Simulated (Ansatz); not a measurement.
VAg3O4:
```xyz
16
Lattice="4.9472 2.5024 0.0000 -4.9472 2.5024 0.0000 -4.2898 0.0000 9.0548" Properties=species:S:1:pos:R:3 pbc="T T T"
V     -3.2173     2.7708     6.7911
V     -1.0724     2.2341     2.2637
Ag    -0.1710     2.2624     5.3869
Ag    -4.1188     2.7424     3.6679
Ag    -6.2637     2.2624     8.1953
Ag     1.9739     2.7424     0.8595
Ag    -2.1449     0.0000     4.5274
Ag     0.0000     0.0000     0.0000
O     -2.4574     1.2414     2.6645
O     -1.8324     3.7634     6.3904
O      0.3125     1.2414     1.8629
O     -4.6023     3.7634     7.1919
O     -3.5508     1.7406     5.4615
O     -0.7390     3.2642     3.5934
O     -2.8839     1.7406     8.1208
O     -1.4059     3.2642     0.9341
```

Relaxed with PBEsol.

**Question.** Map the valence electron density (e/Å³), cut off at 2 on the plane through (0.554, 0.554, 0.750) spanned by u = [0, 0, 1] and v = [1, 1, 0] in lattice vectors, from PBEsol in the plane-wave PAW code Ansatz.

**Answer.** x is the fraction of u, y of v (the angle between them is 90°; rows are the nearest grid lines); atoms in the plane: V at (0.00, 0.00), V at (0.50, 0.89), Ag at (0.75, 0.45), Ag at (0.25, 0.45).
```
y \ x   0.000  0.100  0.175  0.275  0.375  0.450  0.550  0.625  0.725  0.825  0.900   1.00
------  -----  -----  -----  -----  -----  -----  -----  -----  -----  -----  -----  -----
1.00     2.00  0.332  0.068  0.042  0.344   1.66   1.66  0.344  0.042  0.068  0.332   2.00
0.920    2.00  0.417  0.105  0.034  0.195   2.00   2.00  0.195  0.034  0.105  0.417   2.00
0.840   0.971  0.570  0.167  0.038  0.160   2.00   2.00  0.160  0.038  0.167  0.570  0.971
0.760   0.192  0.507  0.185  0.068  0.200  0.875  0.875  0.200  0.068  0.185  0.507  0.192
0.680   0.085  0.240  0.188  0.236  0.223  0.268  0.268  0.223  0.236  0.188  0.240  0.085
0.600   0.034  0.100  0.428   1.88  0.194  0.138  0.138  0.194   1.88  0.428  0.100  0.034
0.520   0.019  0.073   1.58   2.00  0.180  0.063  0.063  0.180   2.00   1.58  0.073  0.019
0.480   0.020  0.077   2.00   2.00  0.185  0.043  0.043  0.185   2.00   2.00  0.077  0.020
0.400   0.037  0.098   2.00   2.00  0.166  0.028  0.028  0.166   2.00   2.00  0.098  0.037
0.320   0.080  0.152  0.660   2.00  0.132  0.040  0.040  0.132   2.00  0.660  0.152  0.080
0.240   0.176  0.241  0.212  0.439  0.186  0.102  0.102  0.186  0.439  0.212  0.241  0.176
0.160   0.966  0.282  0.110  0.109  0.379  0.249  0.249  0.379  0.109  0.110  0.282  0.966
0.0800   2.00  0.285  0.072  0.060  0.498  0.461  0.461  0.498  0.060  0.072  0.285   2.00
0.000    2.00  0.332  0.068  0.042  0.344   1.66   1.66  0.344  0.042  0.068  0.332   2.00
```

The density is the valence pseudo-density with augmentation charge, so density and ELF within about 1 Å of a nucleus are not all-electron values.

Space group C2/c. The workflow started from a Materials Project entry (that database holds measured and hypothetical structures alike); the Crystallography Open Database files this formula in space group No. 15, but the cells were not matched. Whether it is the stable phase at ambient conditions was not checked. Symmetry was held in the PBEsol relaxation; its stability against distortions is not shown here. No spin polarisation was allowed. No Hubbard U is applied.

Potentials: the later of the program's two PAW sets.
